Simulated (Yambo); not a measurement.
A free-standing PdCl2 monolayer (symmetry P2_1/c, slab cell 15.7 Å high), G0W0@PBEsol in Yambo with this input:

```
rim_cut
gw0
dyson
el_el_corr
HF_and_locXC
ppa
em1d
rim_w
RandQpts= 1000000
RandGvec= 2 Ry
CUTGeo= "slab z"
EXXRLvcs= 82 Ry
VXCRLvcs= 328 Ry
Chimod= "HARTREE"
% BndsRnXp
 9 | 160 |
%
NGsBlkXp= 5 Ry
% LongDrXp
 1.0 | 1.0 | 0.0 |
%
RandGvecW= 259 mRy
PPAPntXp= 27.2114 eV
% GbndRnge
 1 | 160 |
%
GTermKind= "BG"
DysSolver= "n"
ExtendOut
```

On a 4×4×1 mesh, with wavefunctions cut at 82 Ry, the gap (Γ → (-0.5, 0)) is 2.901 eV and the valence edge shifts by -0.736 eV.

What happens with this change: 2 Ry block?

The gap rises by 0.282 eV, to 3.183 eV; the shift of the valence edge becomes -0.865 eV. Neither run is shown to be the converged limit.

Spin-orbit coupling is not included.

Geometry relaxed with PBEsol; primitive cell a = 6.3670 Å, b = 3.9607 Å, c = 15.7000 Å, α = 90.00°, β = 90.00°, γ = 90.00°.

This is a model layer cut from the bulk structure; whether it is stable on its own was not checked.

A shift is the quasiparticle energy of the state minus its PBEsol energy.
